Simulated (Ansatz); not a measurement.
An elastic tensor (GPa, Voigt order, standard axes) from LDA (plane waves, PAW; program Ansatz):

|  | 1 | 2 | 3 | 4 | 5 | 6 |
|---|---|---|---|---|---|---|
| 1 | 607 | 21.4 | 21.4 | 0.0 | 0.0 | 0.0 |
| 2 | 21.4 | 607 | 21.4 | 0.0 | 0.0 | 0.0 |
| 3 | 21.4 | 21.4 | 607 | 0.0 | 0.0 | 0.0 |
| 4 | 0.0 | 0.0 | 0.0 | 225 | 0.0 | 0.0 |
| 5 | 0.0 | 0.0 | 0.0 | 0.0 | 225 | 0.0 |
| 6 | 0.0 | 0.0 | 0.0 | 0.0 | 0.0 | 225 |

Pick the material that matches.
(A) Be2C, fluorite or antifluorite type
(B) AgBr, rock salt
(C) Cs2SnI6, Fm-3m (Cs on 8c, Sn on 4a, I on 24e)

A, Be2C, fluorite or antifluorite type

The LDA relaxation kept the symmetry of its start; phonons on a q-mesh show no instability.

Potentials: the later of the program's two PAW sets.
